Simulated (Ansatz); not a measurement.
# How the vibrations of Pt3Pb change with volume

Theory: DFT LDA, scalar-relativistic, plane waves, PAW in Ansatz 0.2.0. Settings: 420 eV plane-wave cutoff, Γ-centred 10×10×10 mesh, Fermi-Dirac smearing of 0.15 eV. No spin polarisation. Phonons by linear response, acoustic sum rule imposed.

Relaxed structure:
Space group Pm-3m (No. 221). a = 4.040 Å, b = 4.040 Å, c = 4.040 Å, α = 90.00°, β = 90.00°, γ = 90.00°
```
atom site symmetry x y z
  Pt    3c    4/mm.m  0.0000  0.5000  0.5000
  Pb    1a m-3m  0.0000  0.0000  0.0000
```

In a metal, frequencies depend on the k mesh and the smearing, soft modes most. Spin–orbit coupling is left out, which can shift energies with elements as heavy as these.

Cells at 0.98 and 1.02 times the equilibrium volume were relaxed in shape and atoms; γ = −d ln ν / d ln V, modes matched by rank.

Task: Give the optical frequencies at Γ (cm⁻¹) at the three volumes and the mode Grüneisen parameters.

Result:
| 0.98 V | V | 1.02 V | γ | degeneracy |
| --- | --- | --- | --- | --- |
| 92 | 86 | 80 | 3.55 | 3 |
| 94 | 87 | 81 | 3.71 | 3 |
| 171 | 161 | 152 | 2.91 | 3 |

Task: What pressures hold the two strained cells, and what bulk modulus follows?

Result: 4.67 GPa at 0.98 V and -4.10 GPa at 1.02 V, so B = −dP/d ln V ≈ 219 GPa.